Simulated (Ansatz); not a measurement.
TeW:
```xyz
12
Lattice="8.9028 0.0000 0.0000 -4.4514 7.7100 0.0000 0.0000 0.0000 4.5182" Properties=species:S:1:pos:R:3 pbc="T T T"
W      1.4974     0.4210     1.1295
Te     0.8091     3.1865     1.1295
W      7.7895     1.0863     1.1295
Te     1.2872     6.8175     1.1295
W      4.0673     6.2027     1.1295
Te    -2.0963     5.4160     1.1295
W      2.9540     7.2890     3.3886
Te     3.6422     4.5235     3.3886
W     -3.3381     6.6237     3.3886
Te     3.1642     0.8925     3.3886
W      0.3841     1.5073     3.3886
Te     6.5477     2.2940     3.3886
```

Relaxed with PBE+D3(BJ). Special points in fractions of this cell's reciprocal vectors: Γ (0.000, 0.000, 0.000); M (0.500, 0.000, 0.000); K (0.333, 0.333, 0.000); A (0.000, 0.000, 0.500); L (0.500, 0.000, 0.500); H (0.333, 0.333, 0.500).

Task: List the band energies nearest the Fermi level at these points for the program Ansatz at the PBE+D3(BJ) level (PAW).

Result: In eV from the Fermi level; about four levels below and three above (degenerate sets whole), none deeper than 8.9 eV; points with the same levels are listed once.

```json
[
 {"k": "Γ", "below": "-0.49 -0.49 -0.11 -0.11 -0.06", "above": "1.11 1.11 2.02 2.02"},
 {"k": "M", "below": "-0.56 -0.56 -0.41 -0.27", "above": "0.15 0.19 1.03"},
 {"k": "K", "below": "-0.80 -0.80 -0.56 -0.56 -0.21", "above": "0.06 0.06 0.18"},
 {"k": "A", "below": "-1.02 -1.02 -1.02 -1.02", "above": "1.07 1.07 1.72 1.72"},
 {"k": "L", "below": "-1.12 -1.12 -1.00 -1.00", "above": "1.15 1.15 2.09 2.09"},
 {"k": "H", "below": "-1.01 -1.01 -0.96 -0.96", "above": "1.09 1.09 2.14 2.14"}
]
```

Space group P6_3/m. The start of the workflow was typed in or built on a structure type; neither database checked (COD, Materials Project) lists it. Whether it is the stable phase at ambient conditions was not checked. The PBE+D3(BJ) relaxation kept the symmetry of its start; whether a distortion lowers the energy is not shown. The run is not spin-polarised. Scalar-relativistic: spin–orbit coupling is off unless named, which matters more the heavier the elements.

Potentials: the earlier of the program's two PAW sets.
